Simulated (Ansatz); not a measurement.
**Cs4LiPb4O6, one structure, two calculations**

Cell: a computed structure from the Materials Project (it need not be an observed phase), taken as it stands.

```cif
data_Cs4LiPb4O6
_symmetry_space_group_name_H-M 'C2'
_symmetry_Int_Tables_number 5
_cell_length_a 13.1467
_cell_length_b 9.2922
_cell_length_c 8.8839
_cell_angle_alpha 90.000
_cell_angle_beta 129.815
_cell_angle_gamma 90.000
loop_
_atom_site_label
_atom_site_type_symbol
_atom_site_symmetry_multiplicity
_atom_site_Wyckoff_symbol
_atom_site_fract_x
_atom_site_fract_y
_atom_site_fract_z
Cs1 Cs 4 c 0.7118 0.2531 0.7027
Cs2 Cs 4 c 0.7399 0.7817 0.7427
Li Li 2 a 0.5000 0.7093 0.0000
Pb6 Pb 4 c 0.9724 0.0232 0.7194
Pb7 Pb 4 c 0.5312 0.9992 0.2788
O10 O 4 c 0.4882 0.7630 0.7841
O12 O 2 a 0.5000 0.5029 0.0000
O13 O 2 b 0.5000 0.0024 0.5000
O14 O 4 c 0.7516 0.0100 0.4960
```

One atom of each set is listed; the run and its k-mesh use a cell of 15 atoms with edges of 8.05, 8.05, 8.88 Å.

First run. Level of theory: DFT, PBE, plane waves and PAW, scalar-relativistic, 420 eV cutoff, Γ-centred 5×5×5 k-points, Fermi–Dirac smearing 0.05 eV (Ansatz 0.2.0).

```json
{"site": "Cs1", "V_zz (10²¹ V/m²)": "8.74", "η": "0.90"}
{"site": "Cs2", "V_zz (10²¹ V/m²)": "3.95", "η": "0.13"}
{"site": "Li", "V_zz (10²¹ V/m²)": "0.53", "η": "0.49"}
{"site": "Pb6", "V_zz (10²¹ V/m²)": "-19.91", "η": "0.25"}
{"site": "Pb7", "V_zz (10²¹ V/m²)": "-18.56", "η": "0.30"}
{"site": "O10", "V_zz (10²¹ V/m²)": "8.25", "η": "0.11"}
{"site": "O12", "V_zz (10²¹ V/m²)": "9.13", "η": "0.17"}
{"site": "O13", "V_zz (10²¹ V/m²)": "9.51", "η": "0.03"}
{"site": "O14", "V_zz (10²¹ V/m²)": "9.71", "η": "0.04"}
```

Second run. The same atoms and settings, except that the functional is r2SCAN and the cutoff is 500 eV.

Task: Given the first result, estimate the second.

Result: 

```json
{"site": "Cs1", "V_zz": "8.99", "η": "0.85", "change of V_zz": "+0.25"}
{"site": "Cs2", "V_zz": "4.21", "η": "0.12", "change of V_zz": "+0.26"}
{"site": "Li", "V_zz": "0.55", "η": "0.49", "change of V_zz": "+0.02"}
{"site": "Pb6", "V_zz": "-21.5", "η": "0.30", "change of V_zz": "-1.56"}
{"site": "Pb7", "V_zz": "-21.2", "η": "0.27", "change of V_zz": "-2.65"}
{"site": "O10", "V_zz": "8.42", "η": "0.13", "change of V_zz": "+0.17"}
{"site": "O12", "V_zz": "9.38", "η": "0.18", "change of V_zz": "+0.25"}
{"site": "O13", "V_zz": "9.87", "η": "0.03", "change of V_zz": "+0.36"}
{"site": "O14", "V_zz": "10.10", "η": "0.04", "change of V_zz": "+0.39"}
```

The largest change of V_zz is on Pb7, from -18.56 to -21.2. In per cent, |V_zz| changes by +3 to +7 on Cs, +8 to +14 on Pb, +2 to +4 on O (all sites that start above 2).

The run finds no gap above 0.1 eV (a metal, or nearly one), so the gradients can move by 10 % or more with the k-mesh. Spin–orbit coupling is left out, which shifts gradients on Pb by a few per cent in wide-gap crystals, and can shift them far more where the calculated gap is small or absent, as here. With these PAW files V_zz is typically within 2 to 3 % of all-electron values, but misses above 10 % occur on Li.
For the second run: The largest force is 0.5 eV/Å, so the atoms aren't at the calculated equilibrium and relaxing them would move these values.
